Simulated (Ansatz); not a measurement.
Elastic constants of ScPd₃: input and output

The calculation used DFT LDA, scalar-relativistic, plane waves, PAW (Ansatz 0.2.0).

Launched with:
```bash
ansatz run input.yaml --threads 1 --pin off --max-ram 3072MiB --backend cpu --events-out ev --progress --plain --runs-dir out
```

Input (bare energies are in eV):
```yaml
crystal:
  lattice:
    - [3.9027291362, 0.0, 0.0]
    - [0.0, 3.9027291362, 0.0]
    - [0.0, 0.0, 3.9027291362]
  atoms:
    - { symbol: Sc, position: [0.0, 0.0, 0.0] }
    - { symbol: Pd, position: [0.0, 0.5, 0.5] }
    - { symbol: Pd, position: [0.5, 0.0, 0.5] }
    - { symbol: Pd, position: [0.5, 0.5, 0.0] }
basis:
  ecutwfc: 420
kpoints:
  mp_grid: { grid: [12, 12, 12] }
hamiltonian:
  xc: lda
scf:
  occupations: { method: fermi_dirac, width: 0.15 }
output:
  forces: true
  stress: true
  eigenvalues: true
elastic:
  mode: relaxed_ion
  amplitude: 0.005
  stencil: two_point
```

From the output:
```
--- Elastic constants: 2 strain directions × 2 members + reference (group order 48) ---
  dense FFT box of the reference and of every strained cell: 27×27×27
  strains applied: 11, 23; error gains: componentwise 1.00 (the most a stress slope's error grows in a printed constant), spectral 1.73 (1 for all six strains in a standard setting)
  C = ∂σ_k/∂η_j (tension-positive GPa; Voigt order 11 22 33 23 13 12):
       255.068    151.624    151.624     -0.000     -0.000     -0.000
       151.624    255.068    151.624     -0.000     -0.000     -0.000
       151.624    151.624    255.068     -0.000     -0.000     -0.000
         0.000     -0.000     -0.000    104.418      0.000      0.000
        -0.000     -0.000      0.000      0.000    104.418      0.000
         0.000     -0.000      0.000      0.000     -0.000    104.418
  reference stress σ⁰ (GPa):     -0.000     -0.000     -0.000     -0.000     -0.000      0.000
  C* (energy form; C + prestress term) asymmetry max|C*_kj − C*_jk| = 5.684e-14 GPa — a small one proves nothing (zero by symmetry where the batch's group is 432, −43m or m−3m); a large one is finite-difference/SCF noise where every solve ...
  moduli (Voigt/Reuss/Hill, GPa): K = 186.11/186.11/186.11   G = 83.34/74.18/78.76   E = 207.07   ν = 0.315
  mechanically stable: yes (min eigenvalue of sym C = 103.44 GPa)
  strain η (Voigt 11):  stress-route row diagonal C_11 = 255.07 GPa, energy-path curvature d²(F+E_count+ΔE)/dδ²/Ω₀ = 255.07 GPa
         δ    σ_11 (GPa) F (eV) n_scf n_hpsi n_pw
    -5.000e-3      -1.2929      -22626.4474834      11  153558   1189   relax 0 steps, max|allowed force component| 1.89e-29 eV/Å
     5.000e-3       1.2578      -22626.4474978       8  116107   1193   relax 0 steps, max|allowed force component| 4.30e-28 eV/Å
  strain η (Voigt 23):  stress-route row diagonal C_44 = 104.42 GPa, energy-path curvature d²(F+E_count+ΔE)/dδ²/Ω₀ = 104.41 GPa
         δ    σ_23 (GPa) F (eV) n_scf n_hpsi n_pw
    -5.000e-3      -0.5221      -22626.4481889       8  204863   1189   relax 0 steps, max|allowed force component| 9.47e-30 eV/Å
     5.000e-3       0.5221      -22626.4481889       6  148608   1189   relax 0 steps, max|allowed force component| 7.34e-29 eV/Å
```

Time: 2.3 min on 1 thread of Arm Neoverse V1, on a shared host, peak memory 0.77 GiB.

In a metal, frequencies and elastic constants depend on the k mesh and the smearing, soft modes and shear constants most.